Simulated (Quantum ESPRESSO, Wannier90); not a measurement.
**Wannier functions of VBiO$_{4}$ (I4₁/amd)**

```
VBiO4
1.0
   -3.65076     3.65076     3.21904
    3.65076    -3.65076     3.21904
    3.65076     3.65076    -3.21904
V Bi O
2 2 8
Cartesian
  0.00000   3.65076  -1.60952
  0.00000   0.00000   3.21904
  0.00000   0.00000   0.00000
  3.65076   0.00000  -1.60952
  2.32531  -3.65076   1.09911
  0.00000   2.32531  -0.51041
  1.32544   0.00000  -2.11993
  0.00000  -2.32531  -0.51041
  2.32531   0.00000   0.51041
  3.65076  -2.32531  -1.09911
 -2.32531   0.00000   0.51041
  0.00000  -1.32544   2.11993
```

Materials Project entry mp-545850; symmetrised, unrelaxed at this level. COD (Crystallography Open Database) has the formula in 4 space groups, this one among them (matched by group alone). Level: PBEsol, no spin polarisation, no spin-orbit coupling; pw.x of Quantum ESPRESSO at 68 Ry with PseudoDojo potentials, 4×4×4 k-points, Wannier90. Density: 6×6×6 mesh, cold smearing 0.01 Ry. Spin-orbit coupling is left out although heavy elements are present.

postw90 (berry_task = kubo; independent particles, width 0.1 eV, no gap correction, excitons or local fields) prints σ_xx for one spin direction:

```tsv
ħω (eV)	Re σ (S/cm)	Im σ (S/cm)
0.10	0	-26
3.50	1030	-1650
6.60	3980	822
```

### Question
Work out the dielectric function, refractive index, reflectivity and absorption coefficient at these energies.

### Answer
ε = 1 + iσ/(ε0 ω), so ε₂ = Re σ/(ε0 ω) and ε₁ = 1 − Im σ/(ε0 ω); ε0 ω = 134.5 S/cm × ħω in eV, and σ is doubled for both spins.
- 0.10 eV: ε₁ = 4.9, ε₂ = 0.0; n + ik = √ε = 2.21 + 0.00i; R = 14 %
- 3.50 eV: ε₁ = 8.0, ε₂ = 4.4; n + ik = √ε = 2.93 + 0.75i; R = 27 %; α = 2ωk/c = 270000 cm⁻¹
- 6.60 eV: ε₁ = -0.9, ε₂ = 9.0; n + ik = √ε = 2.02 + 2.22i; R = 42 %; α = 2ωk/c = 1500000 cm⁻¹
The model holds its own bands alone, so ε₁ lacks the part of higher transitions, and near sharp peaks it hangs on the broadening.
